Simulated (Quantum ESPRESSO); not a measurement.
# Pd2Mo3TaMg2: finding a planted mistake in a log

Computed values, not a measurement. The program is pw.x of Quantum ESPRESSO 7.5 (plane-wave density functional theory). The cell is made up: eight metal atoms on a hexagonal close-packed lattice, with elements, volume, strain and displacements drawn at random and not relaxed, so it may be unstable or far from any real phase. PseudoDojo standard norm-conserving files set the functional (PBE unless stated); there is no spin polarisation or spin-orbit coupling, the Fermi-Dirac width of 0.25 eV means electrons at about 2900 K, and the masses in the input are unused placeholders. Heavy elements are run without spin-orbit coupling, which real alloys of them have. A spin test at this wide smearing found no moment, but such smearing suppresses magnetism that the real alloy may have.

Intended input:

```
&control calculation='scf', pseudo_dir='./dojo.nc.sr.pbe.v0_5.standard.upf', outdir='./o', disk_io='minimal', tprnfor=.true., tstress=.true. /
&system ibrav=0, nat=8, ntyp=4, nbnd=73, ecutwfc=84.00895049, nosym=.true., tot_charge=0,
 occupations='smearing', smearing='fd', degauss=0.0183746611
/
&electrons conv_thr=1.470e-08, electron_maxstep=70, mixing_beta=0.5 /
ATOMIC_SPECIES
Mg 1.0 Mg.upf
Mo 1.0 Mo.upf
Pd 1.0 Pd.upf
Ta 1.0 Ta.upf
CELL_PARAMETERS angstrom
0.0 0.0 -4.5636
0.0 5.017 0.0
5.7932 0.0 0.0
ATOMIC_POSITIONS angstrom
Pd 0.0379 -0.0257 0.0473
Mo 3.0117 -0.0138 -0.0474
Mo 1.1914 2.356 -0.1029
Pd 4.3636 2.4639 -0.0868
Mo 0.0799 1.6844 -2.1554
Ta 2.8516 1.6672 -2.3823
Mg 1.444 4.1883 -2.4475
Mg 4.4185 4.2569 -2.293
K_POINTS automatic
5 5 4 1 1 1
```

The log is shortened where brackets say so; the opening notice, blank lines, dates and the lines on written files are dropped, and the path of the files is cut. It prints rydbergs, bohrs and kilobars, and counts compression as positive stress. Its total energy is the free energy E - TS of the whole cell.

Log of the intended run:

```
     Program PWSCF v.7.5
     Parallel version (MPI & OpenMP), running on       4 processor cores
     Number of MPI processes:                 4
     Threads/MPI process:                     1
     [start-up lines left out]
     bravais-lattice index     =            0
     lattice parameter (alat)  =       8.6240  a.u.
     unit-cell volume          =     895.0902 (a.u.)^3
     number of atoms/cell      =            8
     number of atomic types    =            4
     number of electrons       =       111.00
     number of Kohn-Sham states=           73
     kinetic-energy cutoff     =      84.0090  Ry
     charge density cutoff     =     336.0358  Ry
     scf convergence threshold =      1.5E-08
     mixing beta               =       0.5000
     number of iterations used =            8  plain     mixing
     Exchange-correlation= PBE
                           (   1   4   3   4   0   0   0)
     [axes and pseudopotential details left out]
   Cartesian axes
     site n.     atom                  positions (alat units)
         1        Pd     tau(   1) = (   0.0083048  -0.0056315   0.0103646  )
         2        Mo     tau(   2) = (   0.6599395  -0.0030239  -0.0103865  )
         3        Mo     tau(   3) = (   0.2610658   0.5162591  -0.0225480  )
         4        Pd     tau(   4) = (   0.9561749   0.5399027  -0.0190201  )
         5        Mo     tau(   5) = (   0.0175081   0.3690946  -0.4723026  )
         6        Ta     tau(   6) = (   0.6248576   0.3653256  -0.5220221  )
         7        Mg     tau(   7) = (   0.3164169   0.9177623  -0.5363091  )
         8        Mg     tau(   8) = (   0.9682049   0.9327943  -0.5024542  )
     number of k points=    50  Fermi-Dirac smearing, width (Ry)=  0.0184
                       cart. coord. in units 2pi/alat
        k(    1) = (   0.0984689   0.0909627  -0.1000000), wk =   0.0400000
        k(    2) = (   0.2954067   0.0909627  -0.1000000), wk =   0.0400000
     [further k points left out]
     Dense  grid:    93131 G-vectors     FFT dimensions: (  54,  60,  64)
     Estimated max dynamical RAM per process >     334.62 MB
     Estimated total dynamical RAM >       1.24 GB
     Initial potential from superposition of free atoms
     starting charge     110.9928, renormalised to     111.0000
     Starting wfcs are   68 randomized atomic wfcs +    5 random wfcs
     total cpu time spent up to now is        4.3 secs
     per-process dynamical memory:   259.2 Mb
     Self-consistent Calculation
     iteration #  1     ecut=    84.01 Ry     beta= 0.50
     Davidson diagonalization with overlap
     ethr =  1.00E-02,  avg # of iterations =  3.1
     total cpu time spent up to now is       15.8 secs
     total energy              =   -1325.50215148 Ry
     estimated scf accuracy    <       9.62096104 Ry
     iteration #  2     ecut=    84.01 Ry     beta= 0.50
     Davidson diagonalization with overlap
     ethr =  8.67E-03,  avg # of iterations =  2.6
     total cpu time spent up to now is       27.1 secs
     total energy              =   -1329.45257261 Ry
     estimated scf accuracy    <      27.88098338 Ry
     [iterations 3 to 16 left out]
     iteration # 17     ecut=    84.01 Ry     beta= 0.50
     Davidson diagonalization with overlap
     ethr =  9.09E-11,  avg # of iterations =  1.9
     total cpu time spent up to now is      167.3 secs
     total energy              =   -1331.34095770 Ry
     estimated scf accuracy    <       0.00000012 Ry
     iteration # 18     ecut=    84.01 Ry     beta= 0.50
     Davidson diagonalization with overlap
     ethr =  9.09E-11,  avg # of iterations =  1.0
     total cpu time spent up to now is      175.6 secs
     End of self-consistent calculation
     [lines on levels left out]
!    total energy              =   -1331.34095771 Ry
     estimated scf accuracy    <          1.0E-09 Ry
     smearing contrib. (-TS)   =      -0.10823296 Ry
     internal energy E=F+TS    =   -1331.23272474 Ry
     The total energy is F=E-TS. E is the sum of the following terms:
     one-electron contribution =    -478.71099559 Ry
     hartree contribution      =     286.46509234 Ry
     xc contribution           =    -207.92159116 Ry
     ewald contribution        =    -931.06523033 Ry
     convergence has been achieved in  18 iterations
     Forces acting on atoms (cartesian axes, Ry/au):
     atom    1 type  3   force =    -0.01048636   -0.01977004   -0.01012841
     atom    2 type  2   force =    -0.03891854    0.02746159   -0.01230416
     atom    3 type  2   force =     0.08716609    0.02159932    0.01059669
     atom    4 type  3   force =    -0.03727892    0.02215266    0.02807730
     atom    5 type  2   force =    -0.00578125   -0.01135942   -0.04159795
     atom    6 type  4   force =    -0.00387362   -0.00874141    0.00019082
     atom    7 type  1   force =    -0.00018967   -0.00083499    0.02844151
     atom    8 type  1   force =     0.00936228   -0.03050770   -0.00327579
     Total force =     0.133012     Total SCF correction =     0.000131
     Computing stress (Cartesian axis) and pressure
          total   stress  (Ry/bohr**3)                   (kbar)     P=       25.25
   0.00024051   0.00013852  -0.00007300           35.38       20.38      -10.74
   0.00013852   0.00023966   0.00001708           20.38       35.26        2.51
  -0.00007300   0.00001708   0.00003478          -10.74        2.51        5.12
     init_run     :      4.03s CPU      4.24s WALL (       1 calls)
     electrons    :    165.59s CPU    171.33s WALL (       1 calls)
     forces       :      1.48s CPU      1.49s WALL (       1 calls)
     stress       :      5.20s CPU      5.22s WALL (       1 calls)
     [timing details left out]
     PWSCF        :   2m56.37s CPU   3m 2.42s WALL
     JOB DONE.
```

A second run was made from an input with one planted mistake. Its log:

```
     Program PWSCF v.7.5
     Parallel version (MPI & OpenMP), running on       4 processor cores
     Number of MPI processes:                 4
     Threads/MPI process:                     1
     [start-up lines left out]
     bravais-lattice index     =            0
     lattice parameter (alat)  =       8.6240  a.u.
     unit-cell volume          =     895.0902 (a.u.)^3
     number of atoms/cell      =            8
     number of atomic types    =            4
     number of electrons       =       111.00
     number of Kohn-Sham states=           73
     kinetic-energy cutoff     =      84.0090  Ry
     charge density cutoff     =     336.0358  Ry
     scf convergence threshold =      1.5E-08
     mixing beta               =       0.5000
     number of iterations used =            8  plain     mixing
     Exchange-correlation= PBESOL
                           (   1   4  10   8   0   0   0)
     [axes and pseudopotential details left out]
   Cartesian axes
     site n.     atom                  positions (alat units)
         1        Pd     tau(   1) = (   0.0083048  -0.0056315   0.0103646  )
         2        Mo     tau(   2) = (   0.6599395  -0.0030239  -0.0103865  )
         3        Mo     tau(   3) = (   0.2610658   0.5162591  -0.0225480  )
         4        Pd     tau(   4) = (   0.9561749   0.5399027  -0.0190201  )
         5        Mo     tau(   5) = (   0.0175081   0.3690946  -0.4723026  )
         6        Ta     tau(   6) = (   0.6248576   0.3653256  -0.5220221  )
         7        Mg     tau(   7) = (   0.3164169   0.9177623  -0.5363091  )
         8        Mg     tau(   8) = (   0.9682049   0.9327943  -0.5024542  )
     number of k points=    50  Fermi-Dirac smearing, width (Ry)=  0.0184
                       cart. coord. in units 2pi/alat
        k(    1) = (   0.0984689   0.0909627  -0.1000000), wk =   0.0400000
        k(    2) = (   0.2954067   0.0909627  -0.1000000), wk =   0.0400000
     [further k points left out]
     Dense  grid:    93131 G-vectors     FFT dimensions: (  54,  60,  64)
     Estimated max dynamical RAM per process >     334.62 MB
     Estimated total dynamical RAM >       1.24 GB
     Initial potential from superposition of free atoms
     starting charge     110.9934, renormalised to     111.0000
     Starting wfcs are   68 randomized atomic wfcs +    5 random wfcs
     total cpu time spent up to now is        4.1 secs
     per-process dynamical memory:   259.2 Mb
     Self-consistent Calculation
     iteration #  1     ecut=    84.01 Ry     beta= 0.50
     Davidson diagonalization with overlap
     ethr =  1.00E-02,  avg # of iterations =  3.1
     total cpu time spent up to now is       15.0 secs
     total energy              =   -1322.23351434 Ry
     estimated scf accuracy    <      10.14710912 Ry
     iteration #  2     ecut=    84.01 Ry     beta= 0.50
     Davidson diagonalization with overlap
     ethr =  9.14E-03,  avg # of iterations =  2.6
     total cpu time spent up to now is       26.2 secs
     total energy              =   -1326.41643915 Ry
     estimated scf accuracy    <      29.24920016 Ry
     [iterations 3 to 16 left out]
     iteration # 17     ecut=    84.01 Ry     beta= 0.50
     Davidson diagonalization with overlap
     ethr =  6.30E-11,  avg # of iterations =  2.0
     total cpu time spent up to now is      165.7 secs
     total energy              =   -1328.39655306 Ry
     estimated scf accuracy    <       0.00000011 Ry
     iteration # 18     ecut=    84.01 Ry     beta= 0.50
     Davidson diagonalization with overlap
     ethr =  6.30E-11,  avg # of iterations =  1.0
     total cpu time spent up to now is      174.0 secs
     End of self-consistent calculation
     [lines on levels left out]
!    total energy              =   -1328.39655307 Ry
     estimated scf accuracy    <          1.0E-09 Ry
     smearing contrib. (-TS)   =      -0.10852428 Ry
     internal energy E=F+TS    =   -1328.28802879 Ry
     The total energy is F=E-TS. E is the sum of the following terms:
     one-electron contribution =    -479.08350120 Ry
     hartree contribution      =     285.80042039 Ry
     xc contribution           =    -203.93971764 Ry
     ewald contribution        =    -931.06523033 Ry
     convergence has been achieved in  18 iterations
     Forces acting on atoms (cartesian axes, Ry/au):
     atom    1 type  3   force =    -0.01078841   -0.01450355   -0.01091650
     atom    2 type  2   force =    -0.03637474    0.03241921   -0.01150177
     atom    3 type  2   force =     0.08011327    0.01566496    0.00805767
     atom    4 type  3   force =    -0.03314276    0.01813232    0.02625926
     atom    5 type  2   force =    -0.00355533   -0.01132990   -0.03601898
     atom    6 type  4   force =    -0.00500585   -0.01016041   -0.00015259
     atom    7 type  1   force =    -0.00102389   -0.00024891    0.02745718
     atom    8 type  1   force =     0.00977770   -0.02997372   -0.00318427
     Total force =     0.122977     Total SCF correction =     0.000156
     Computing stress (Cartesian axis) and pressure
          total   stress  (Ry/bohr**3)                   (kbar)     P=      -31.38
  -0.00015897   0.00013696  -0.00007327          -23.38       20.15      -10.78
   0.00013696  -0.00012769   0.00001185           20.15      -18.78        1.74
  -0.00007327   0.00001185  -0.00035331          -10.78        1.74      -51.97
     init_run     :      3.82s CPU      3.98s WALL (       1 calls)
     electrons    :    165.80s CPU    169.92s WALL (       1 calls)
     forces       :      1.48s CPU      1.49s WALL (       1 calls)
     stress       :      4.95s CPU      4.95s WALL (       1 calls)
     [timing details left out]
     PWSCF        :   2m56.12s CPU   3m 0.47s WALL
     JOB DONE.
```

Question: the log repeats what the program read. Compare it with the intended run: what was wrong in the second input?

Answer: the files are those of another functional. The input lines that differ:

```
- &control calculation='scf', pseudo_dir='./dojo.nc.sr.pbe.v0_5.standard.upf', outdir='./o', disk_io='minimal', tprnfor=.true., tstress=.true. /
+ &control calculation='scf', pseudo_dir='./dojo.nc.sr.pbesol.v0_4_1.standard.upf', outdir='./o', disk_io='minimal', tprnfor=.true., tstress=.true. /
```

|  | intended run | run with the mistake |
| --- | --- | --- |
| free energy (eV) | -18113.817 | -18073.756 |
| entropy term -TS, part of it (eV) | -1.473 | -1.477 |
| pressure (GPa) | 2.53 | -3.14 |
| size of the largest force component (eV/Å) | 2.241 | 2.060 |
| largest change of a force component (eV/Å) |  | 0.181 |
| iterations | 18 | 18 |

For scale, a rerun of the intended cell at a higher cutoff and on a denser mesh moved values by no more than 0.004 eV in energy, 0.03 GPa in stress and 0.017 eV/Å in force, and a second program with other atomic files agreed on that cell to 2 % rms in force and 0.5 GPa in pressure. Files of another functional or element have another zero of energy, so the energy change says nothing on stability.